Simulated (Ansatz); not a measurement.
Relaxation of a relaxed Au cell squeezed uniformly to 70 % of its volume; 1 atom in the cell, which starts as Fm-3m (No. 225), cF4; a = b = c = 3.6618 Å, α = β = γ = 90.00°. Method: r2SCAN (plane waves to 500 eV, PAW, scalar-relativistic; Ansatz, an electronic-structure program). Γ-centred k-mesh 15×15×15 on the run's cell (coarser than for final values), Fermi–Dirac smearing 0.05 eV. This is the first round of the run. 

The optimiser's lines from the output (shortened; P is positive under compression):

```
relax step   1: F+E_penalty+E_count = -13161.81618125 eV  Δ(F+E_penalty+E_count) = +0.000e0 eV  max|allowed force component| = 0.000e0 eV/Å  Δτ_max = 0.0000 Å  P = +152.030 GPa  Ω = 12.275 Å³  (6 SCF iters, dr2 threshold 1.00e-7 eV, accepted)
relax step   2: F+E_penalty+E_count = -13163.00050286 eV  Δ(F+E_penalty+E_count) = -1.184e0 eV  max|allowed force component| = 0.000e0 eV/Å  Δτ_max = 0.0000 Å  P = +60.951 GPa  Ω = 14.159 Å³  (11 SCF iters, dr2 threshold 1.00e-7 eV, accepted)
relax step   3: F+E_penalty+E_count = -13163.39721269 eV  Δ(F+E_penalty+E_count) = -3.967e-1 eV  max|allowed force component| = 0.000e0 eV/Å  Δτ_max = 0.0000 Å  P = +21.996 GPa  Ω = 15.774 Å³  (9 SCF iters, dr2 threshold 1.00e-7 eV, accepted)
relax step   4: F+E_penalty+E_count = -13163.49006735 eV  Δ(F+E_penalty+E_count) = -9.285e-2 eV  max|allowed force component| = 0.000e0 eV/Å  Δτ_max = 0.0000 Å  P = +6.680 GPa  Ω = 16.859 Å³  (9 SCF iters, dr2 threshold 1.00e-7 eV, accepted)
relax step   5: F+E_penalty+E_count = -13163.50298238 eV  Δ(F+E_penalty+E_count) = -1.292e-2 eV  max|allowed force component| = 0.000e0 eV/Å  Δτ_max = 0.0000 Å  P = +0.052 GPa  Ω = 17.516 Å³  (8 SCF iters, dr2 threshold 1.00e-7 eV, accepted)
relax step   6: F+E_penalty+E_count = -13163.50298044 eV  Δ(F+E_penalty+E_count) = +1.936e-6 eV  max|allowed force component| = 0.000e0 eV/Å  Δτ_max = 0.0000 Å  P = +0.001 GPa  Ω = 17.522 Å³  (4 SCF iters, dr2 threshold 6.88e-9 eV, accepted)
relax step   7: F+E_penalty+E_count = -13163.50823979 eV  Δ(F+E_penalty+E_count) = -5.259e-3 eV  max|allowed force component| = 0.000e0 eV/Å  Δτ_max = 0.0000 Å  P = +0.034 GPa  Ω = 17.522 Å³  stress off target by 3.44e-2 GPa  SCF on the basis re-selected at this cell (its energy is not comparable with the rows above)  (8 SCF iters)
relax step   8: F+E_penalty+E_count = -13163.50823826 eV  Δ(F+E_penalty+E_count) = +1.530e-6 eV  max|allowed force component| = 0.000e0 eV/Å  Δτ_max = 0.0000 Å  P = +0.000 GPa  Ω = 17.526 Å³  (4 SCF iters, dr2 threshold 2.95e-9 eV, accepted)
relax step   9: F+E_penalty+E_count = -13163.50824461 eV  Δ(F+E_penalty+E_count) = -6.354e-6 eV  max|allowed force component| = 0.000e0 eV/Å  Δτ_max = 0.0000 Å  P = +0.000 GPa  Ω = 17.526 Å³  stress off target by 1.48e-4 GPa  SCF on the basis re-selected at this cell (its energy is not comparable with the rows above)  (4 SCF iters)
```

From the first to the last row the energy changes by -1.69 eV/atom and the volume by +42.8 %. The last row is marked as not comparable with the walk above it, whose basis was carried along; it does compare with step 1, since both stand on a basis selected at the nominal cutoff for their own cell.

Energy and pressure jump between steps 6 and 7 at one geometry, where the plane-wave basis was selected anew. While the cell walks, the set of plane waves is carried along, so its effective cutoff drifts with the strain; re-selecting it at 500 eV moved the energy by -0.005 eV/atom and the pressure by 0.0 GPa. Only step 1 and rows on a re-selected basis compare with each other.

Later rounds, restarted from the end of this one on a renewed k-mesh, logged 6 more steps and released under 0.01 eV/atom more. The final structure after all rounds: Fm-3m (No. 225), cF4, fcc (Cu type); a = b = c = 4.124 Å, α = β = γ = 90.00°. Between re-selections the logged energies stand on a plane-wave basis carried along with the cell. No spin polarisation in the result.

The run could not lose the symmetry of its start.
